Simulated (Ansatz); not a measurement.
LiSnBAu: reading a single point

```
B Li Sn Au
1.0
     5.80955   -0.34057   -0.64016
     0.86170    5.28689   -0.09965
    -0.40699   -0.51297    4.33045
B Li Sn Au
2 2 2 2
Direct
  0.62391 0.51172 0.50694
  0.01911 0.68713 0.80766
  0.62838 0.20156 0.08156
  0.24950 0.85710 0.46819
  0.68879 0.94111 0.54768
  0.06664 0.12463 0.94025
  0.92557 0.55441 0.25294
  0.30619 0.38281 0.64533
```

The numbers come from plane-wave PAW DFT (Ansatz): PBEsol, no spin polarisation, 420 eV, 3×4×4 (shifted by 0, 0, 0.5 steps) k points, fermi-dirac occupations (width 0.1 eV). Nothing was relaxed.

Task: Which atom feels the largest force, and which way?

Result: The largest is on Sn6: 1.62 eV/Å, components (1.44, 0.07, 0.75). It makes 111° with the line to a nearest neighbour, B2 at 2.36 Å.

Task: What is the formation energy?

Result: 0.46 eV an atom against the elements' usual phases (free molecules for gases, crystals otherwise, with no correction for O₂ or N₂), so at this geometry it isn't bound against them. Relaxing would lower it.

Task: What do density and ELF say about some of the short contacts?

Result: B–Au at 2.27 Å: least valence density 0.56 e/Å³ and ELF 0.59 there. B–Li at 2.31 Å: least valence density 0.13 e/Å³ and ELF 0.05 there. B–Sn at 2.35 Å: least valence density 0.45 e/Å³ and ELF 0.57 there. These are pseudo-fields; inside the PAW spheres they differ from the all-electron ones.

Task: Metal or insulator?

Result: It is a metal, with about 2.4 states/eV a cell as the mean within 0.25 eV of the Fermi level, mostly B p (35 %) and Sn p (30 %).

Task: What does the stress say?

Result: The pressure is 3.6 GPa (compression positive), so with the atoms held at these fractions the cell would first expand; the forces are large, so a full relaxation may end otherwise. The principal stresses -1.6, 5.1, 7.4 GPa differ, so its shape would change too.

Origin: a disordered cell, so it need not be a known compound. Caveats: the k mesh is coarse if the cell is a metal; atoms or cell far from equilibrium.
